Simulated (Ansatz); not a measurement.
Polymorphs of BeS, each relaxed with HSE06 (plane waves, PAW; program Ansatz):

A: C2/c
a = 5.645 Å, b = 3.288 Å, c = 5.658 Å, α = γ = 90.00°, β = 109.70°

```tsv
atom	site	symmetry	x	y	z
Be	4c	-1	0.2500	0.2500	0.0000
S	4e	2	0.0000	0.2923	0.2500
```

B: zinc blende (F-43m)
a = 4.853 Å, b = 4.853 Å, c = 4.853 Å, α = 90.00°, β = 90.00°, γ = 90.00°

```tsv
atom	site	symmetry	x	y	z
S	4c	-43m	0.2500	0.2500	0.2500
Be	4a	-43m	0.0000	0.0000	0.0000
```

C: NiAs type (P6_3/mmc)
a = b = 3.283 Å, c = 5.225 Å, α = β = 90.00°, γ = 120.00°

```tsv
atom	site	symmetry	x	y	z
Be	2a	-3m.	0.0000	0.0000	0.0000
S	2c	-6m2	0.3333	0.6667	0.2500
```

Task: Put the candidates in order of energy per atom at 0 K, lowest first, for HSE06.

Result: B (+0 meV/atom), C (+555 meV/atom), A (+605 meV/atom)

Task: Give each one's gap.

Result: A 1.92 eV; B 4.06 eV; C 2.25 eV.

Constructed cells (a structure type filled with these elements, in neither database checked): A. Not the usual ambient phase: C. All cells were relaxed under the symmetry of their starts (and spin orders); stability against distortions was not tested throughout.

Potentials: the later of the program's two PAW sets.
